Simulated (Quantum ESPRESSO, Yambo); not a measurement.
## G0W0 results for Rb2NiF6

```
Rb2NiF6
1.0
    0.00000     4.17957     4.17957
    4.17957     0.00000     4.17957
    4.17957     4.17957     0.00000
F Ni Rb
6 1 2
Direct
  0.78635   0.21365   0.78635
  0.21365   0.78635   0.21365
  0.78635   0.21365   0.21365
  0.21365   0.78635   0.78635
  0.78635   0.78635   0.21365
  0.21365   0.21365   0.78635
  0.00000   0.00000   0.00000
  0.75000   0.75000   0.75000
  0.25000   0.25000   0.25000
```

The geometry is that of Materials Project entry mp-556417, symmetrised and not relaxed again.

Starting point: PBEsol (Quantum ESPRESSO, PseudoDojo norm-conserving, 98 Ry, without SOC). G0W0 in Yambo: 2×2×2 Γ-centred k mesh, bands 5 to 222 and a 7 Ry block in the screening, 222 bands in G with the Bruneval-Gonze terminator, plasmon pole fitted at 27.2 eV.

| Property | Value |
|---|---|
| PBEsol gap along the band path | 1.64 eV |
| PBEsol gap between the mesh's edge points (X → X) | 1.64 eV |
| G0W0 gap between the same points | 5.38 eV |

| k point | band | E PBEsol (eV) | E QP (eV) | shift (eV) | Z |
|---|---|---|---|---|---|
| Γ | VB | -0.03 | -1.62 | -1.59 | 0.76 |
| Γ | CB | 1.92 | 4.17 | 2.24 | 0.77 |
| L | VB | -0.03 | -1.61 | -1.58 | 0.76 |
| L | CB | 1.84 | 4.06 | 2.22 | 0.77 |
| X | VB | 0.00 | -1.58 | -1.58 | 0.76 |
| X | CB | 1.64 | 3.81 | 2.17 | 0.77 |

Energies count from the PBEsol valence-band maximum.

Nearest settings tried, and what they do to the gap: 146 bands in G: +14 meV; 146 bands in W, 146 bands in G: +47 meV; 3 Ry block (89 vectors against 339): +1034 meV. Not varied: mesh. So the settings aren't converged at that level. The k mesh is coarse.

The 3d shell has no Hubbard U; the runs are without spin polarisation, and magnetic order was not tried.
